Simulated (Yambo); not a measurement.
BSE-type run in Yambo on NaCl (rock salt, space group Fm-3m, No. 225), at zero momentum.

Quantum ESPRESSO step (PBEsol, PseudoDojo standard norm-conserving files, scalar-relativistic):
```
&CONTROL
  calculation = 'nscf'
  pseudo_dir = './pseudo'
  outdir = './out'
/
&SYSTEM
  ibrav = 0
  nat = 2
  ntyp = 2
  ecutwfc = 88.0
  ecutrho = 352.0
  occupations = 'fixed'
  force_symmorphic = .true.
  nbnd = 28
/
&ELECTRONS
  conv_thr = 2e-09
  diago_full_acc = .true.
  diago_thr_init = 1e-08
/
ATOMIC_SPECIES
Na 22.9898 Na.upf
Cl 35.4500 Cl.upf
CELL_PARAMETERS angstrom
  0.000000000000   2.801776548000   2.801776548000
  2.801776548000   0.000000000000   2.801776548000
  2.801776548000   2.801776548000   0.000000000000
ATOMIC_POSITIONS crystal
Na   0.000000000000   0.000000000000   0.000000000000
Cl   0.500000000000   0.500000000000   0.500000000000
K_POINTS automatic
10 10 10 0 0 0
```

Yambo input:
```
rim_cut
optics
bse
bss
dipoles
RandQpts= 1000000
RandGvec= 1 Ry
FFTGvecs= 40 Ry
BSKmod= "HARTREE"
BSEmod= "resonant"
BSSmod= "hs"
BSENGexx= 15 Ry
% KfnQP_E
 3.105 | 1.0 | 1.0 |
%
% BSEQptR
 1 | 1 |
%
% BSEBands
 6 | 12 |
%
% BEnRange
 0.0 | 16.2 | eV
%
% BDmRange
 0.15 | 0.15 | eV
%
BEnSteps= 324
% BLongDir
 1.0 | 0.0 | 0.0 |
%
BSHayTrs= -0.02
BSSNEig= 24
WRbsWF
```

From the report:

The dimension is k points × valence × conduction bands = 1000 × 3 × 4 = 12000.
```
  [SLEPC] Approach                          : Krylov-Schur
  [SLEPC] Number of requested eigenvalues   :  24
  [SLEPC] Number of eigenvalues        [NEV]:  24
   [K] Dimension                                    :  12000
   [K] Bands                                        :   6  12
   [K] Exchange res                                 : yes
   [K] Correlation res                              : no
   [K] W interaction is bare                        : no
   [K] RL vectors exchange                          :  307
```
Lowest eigenvalues (eV; in brackets the number of states within 2 meV): 8.11 (3), 8.48 (11), 8.49 (3). They depend on the mesh, which isn't converged, and on the G0W0 scissor.

Geometry relaxed with PBEsol.
